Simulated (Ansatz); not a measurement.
## Electric field gradients in TePt₂Se

These are results of DFT PBE, scalar-relativistic, plane waves, PAW (Ansatz), not measurements. Settings: 420 eV plane-wave cutoff, Γ-centred 12×12×8 mesh, Fermi-Dirac smearing of 0.15 eV. No spin polarisation.

Relaxed structure:
```
Te Pt Se
1.0
     4.14614    0.00000    0.00000
    -2.07307    3.59067    0.00000
     0.00000    0.00000    5.58633
Te Pt Se
1 2 1
Direct
  0.33333 0.66667 0.50000
  0.66667 0.33333 0.75355
  0.66667 0.33333 0.24645
  0.00000 0.00000 0.00000
```

The cell was built by swapping an element in a database structure (itself possibly hypothetical) and relaxing; it need not be the stable form of this composition. In a metal these results depend on the k mesh and the smearing. A semilocal functional can close a gap that the real compound has. Spin–orbit coupling is left out, which matters for gradients at heavy nuclei.

Give V_zz (10²¹ V/m²) and the asymmetry η at each distinct site.

## Answers

```csv
atom,V_zz,η
Te (atom 1),-9.18,0.00
Pt (atom 2),-5.71,0.00
Se (atom 4),-8.66,0.00
```